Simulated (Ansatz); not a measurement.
Values for one crystal, relaxed and computed with DFT-r²SCAN in the program Ansatz with PAW potentials; other levels are named.

```yaml
volume_per_atom: 33.04 Å³
electronic_character: metallic (no gap)
Formation energy from the elements (no fitted shifts): -0.70 eV/atom
Density of states at the Fermi level: 1.4 states/eV per atom (mean over ±0.08 eV)
```

Problem. Which compound is it?
A) RbBr3, I4/mmm (Rb on 2a, Br on 4d, Br on 2b)
B) Ni3Se2, R32 (Ni on 9d, Se on 6c)
C) GdGe, Cmcm (Gd on 4c, Ge on 4c)
D) TaSi2, MoSi2 or CaC2 type

Solution. A, RbBr3, I4/mmm (Rb on 2a, Br on 4d, Br on 2b)

The workflow started from a Materials Project entry (that database holds measured and hypothetical structures alike); the Crystallography Open Database copy checked does not list it. Whether it is the stable phase at ambient conditions was not checked. The r²SCAN relaxation kept the symmetry of its start; its stability against distortions is not shown here. The references are the lowest solids computed at this level, not always the standard phases. Scalar-relativistic: spin–orbit coupling is off unless named, which matters more the heavier the elements.

Potentials: the later of the program's two PAW sets.
